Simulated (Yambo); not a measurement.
Yambo run on LiF (rock salt, space group Fm-3m, No. 225). The wavefunctions are LDA (Quantum ESPRESSO, PseudoDojo norm-conserving, 84 Ry, scalar-relativistic) ones on a 8×8×8 mesh (5 occupied bands); a = 2.7613 Å, b = 2.7613 Å, c = 2.7613 Å, α = 60.00°, β = 60.00°, γ = 60.00°.

Yambo input:

```
rim_cut
gw0
dyson
el_el_corr
HF_and_locXC
ppa
em1d
RandQpts= 1000000
RandGvec= 1 Ry
EXXRLvcs= 84 Ry
VXCRLvcs= 336 Ry
Chimod= "HARTREE"
% BndsRnXp
 1 | 13 |
%
NGsBlkXp= 8 Ry
% LongDrXp
 1.0 | 1.0 | 1.0 |
%
PPAPntXp= 27.2114 eV
% GbndRnge
 1 | 13 |
%
GTermKind= "BG"
DysSolver= "n"
ExtendOut
% QPkrange
 1 | 1 | 5 | 6 |
%
```

k points by index: 1 = Γ.

Resulting energies as the program prints them:

```
#    K-point    Band    Eo [eV]    E [eV]    E-Eo [eV]    Vxc [eV]    Vnlxc [eV]    Sc|Eo [eV]    Sc|E [eV]    dSc/dw|Eo [eV]    Re(Z)    Im(Z)
#
    1    5    0.000000    -2.757283    -2.757283    -22.88936    -30.83214    4.615356    5.185501    -5.626476    0.828658    -0.936226E-3
    1    6    9.753874    12.18673    2.432860    -12.90866    -7.299375    -2.879667    -3.176424    -3.319117    0.891285    -0.635421E-3
```
(The two width columns are left out.) Convergence of these settings isn't established.

Geometry relaxed with LDA.
